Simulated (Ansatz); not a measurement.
## MnO₂ (P-3m1): the volume from the results

The reference geometry is a structure from the Materials Project; nothing is relaxed.

Settings: LDA, 11×11×6 k mesh, Fermi–Dirac smearing of 0.03 eV. PAW means Ansatz 0.2.0 on its default frozen-core files. Site moments are integrated in spheres about the atoms.

The run was typed so:

```yaml
crystal:
  lattice:
    - [2.8565781804, 0.0, 0.0]
    - [-1.4282890902, 2.4738692722, 0.0]
    - [0.0, 0.0, 4.6013740589]
  atoms:
    - { symbol: Mn, position: [0.0, 0.0, 0.5], spin: 4.0 }
    - { symbol: O, position: [0.6666666667, 0.3333333333, 0.29370743] }
    - { symbol: O, position: [0.3333333333, 0.6666666667, 0.70629257] }
magnetization:
  spin_polarized: true
kpoints:
  mp_grid: { grid: [11, 11, 6] }
scf:
  occupations: { method: fermi_dirac, width: 0.03 }
  lower_state_search: "off"
hamiltonian:
  xc: lda
  pseudopotentials: { kind: paw }
output:
  forces: true
  stress: true
  eigenvalues: true
  populations: true
```

Command: `ansatz run input.yaml --threads 2 --pin off --max-ram 6144MiB --backend cpu --events-out ev --progress --plain --runs-dir out`

The cell is scaled evenly, and every run starts from the same moments. Some of the runs:

| V/V₀ | cell moment (μB) | largest site moment (μB) | F − F(V₀) (meV/atom) | pressure (GPa) |
| --- | --- | --- | --- | --- |
| 0.82 | 2.90 | 2.18 | 184 | 48.3 |
| 0.88 | 2.97 | 2.30 | 42 | 22.7 |
| 1.12 | 3.00 | 2.62 | 144 | -24.6 |

Q: Another run of the series gave cell moment (μB) = 3.00, largest site moment (μB) = 2.72, F − F(V₀) (meV/atom) = 293, pressure (GPa) = -30.2. At which V/V₀ was it made?
A. 0.94
B. 0.7
C. 0.76
D. 1.2
E. 1.06

A: D. V/V₀ = 1.2.

Q: Another run of the series gave cell moment (μB) = 2.77, largest site moment (μB) = 2.02, F − F(V₀) (meV/atom) = 449, pressure (GPa) = 84.3. At which V/V₀ was it made?
A. 1.2
B. 1.06
C. 0.94
D. 0.76
E. 0.7

A: D. V/V₀ = 0.76.

The whole series:

```json
{"V/V₀": "0.7", "cell moment (μB)": "2.36", "largest site moment (μB)": "1.67", "F − F(V₀) (meV/atom)": "886", "pressure (GPa)": "133.2"}
{"V/V₀": "0.76", "cell moment (μB)": "2.77", "largest site moment (μB)": "2.02", "F − F(V₀) (meV/atom)": "449", "pressure (GPa)": "84.3"}
{"V/V₀": "0.82", "cell moment (μB)": "2.90", "largest site moment (μB)": "2.18", "F − F(V₀) (meV/atom)": "184", "pressure (GPa)": "48.3"}
{"V/V₀": "0.88", "cell moment (μB)": "2.97", "largest site moment (μB)": "2.30", "F − F(V₀) (meV/atom)": "42", "pressure (GPa)": "22.7"}
{"V/V₀": "0.94", "cell moment (μB)": "3.00", "largest site moment (μB)": "2.40", "F − F(V₀) (meV/atom)": "-11", "pressure (GPa)": "4.3"}
{"V/V₀": "1", "cell moment (μB)": "3.00", "largest site moment (μB)": "2.47", "F − F(V₀) (meV/atom)": "0", "pressure (GPa)": "-8.9"}
{"V/V₀": "1.06", "cell moment (μB)": "3.00", "largest site moment (μB)": "2.54", "F − F(V₀) (meV/atom)": "56", "pressure (GPa)": "-18.2"}
{"V/V₀": "1.12", "cell moment (μB)": "3.00", "largest site moment (μB)": "2.62", "F − F(V₀) (meV/atom)": "144", "pressure (GPa)": "-24.6"}
{"V/V₀": "1.2", "cell moment (μB)": "3.00", "largest site moment (μB)": "2.72", "F − F(V₀) (meV/atom)": "293", "pressure (GPa)": "-30.2"}
```

The PAW files were made with PBE; the program remakes their cores once for the run's functional and then keeps them frozen. Under strong compression frozen cores are worth checking against an all-electron run. The Ansatz runs typed with the search for lower states off end where their start leads. None of this fixes the real material's magnetic order: only patterns that fit the cell were computed, without spin fluctuations and on one mesh and smearing, with a functional that can overstate moments.
